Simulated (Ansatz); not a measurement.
Method: m-r2SCAN, with U_eff = 3.47 eV on Mo d (all-electron-ortho-atomic projectors), no spin polarisation; PAW, plane waves to 500 eV, 4×4×4 (shifted by 0.5, 0, 0 steps) mesh, fermi-dirac occupations (width 0.1 eV) (Ansatz 0.2.0), atoms fixed.

Computed maps in the lattice plane spanned by a (left to right, 5.61 Å, 17 points from zero) and b (bottom to top, 5.68 Å, 17 points from zero), 60° apart, at height 0.277 along c. The fields are smooth PAW ones with compensation charges, not the true ones near nuclei.

Valence density. Digits on a logarithmic scale: 0 up to 0.03 e/Å³, each further digit a factor of 1.6, 9 from 1.3 e/Å³ up:
```
55679987556899975
55689999766999997
75689999976899999
86569999986799999
97567999986679999
97656789986667999
87665667776666778
77777655667787776
67999865557899976
77999996556999998
77999998556899999
87799999655699999
97689999754579999
86667898654457899
66555666554455677
55556555445555555
45567765555677655
```

**Question.** The cell is MoIr$_{3}$. Which atoms lie within 0.2 Å of this plane, and where (fractions of a and b)?

**Answer.** Ir at (0.83, 0.79), Ir at (0.82, 0.33), Mo at (0.27, 0.34). The whole cell:
```xyz
8
Lattice="2.7886 4.8674 0.0105 -2.8565 4.9066 0.0955 -0.0679 0.0489 4.3893" Properties=species:S:1:pos:R:3 pbc="T T T"
Ir    0.0410    7.9245    1.3006
Ir   -1.4831    4.0290    3.3471
Ir   -1.3093    5.6136    0.9295
Ir   -0.0835    1.6671    3.0632
Ir    1.3216    5.6352    1.0999
Ir    1.3980    3.9938    3.4190
Mo   -0.2419    2.9665    1.2048
Mo   -0.1846    6.4626    3.1050
```

Origin: a strained cell with displaced atoms, so it need not be a known compound. Caveats: the k mesh is coarse if the cell is a metal; a Hubbard term without moments, so a magnetic state may lie lower; atoms or cell far from equilibrium; m-r2SCAN is r2SCAN with a changed spin dependence that lowers moments.
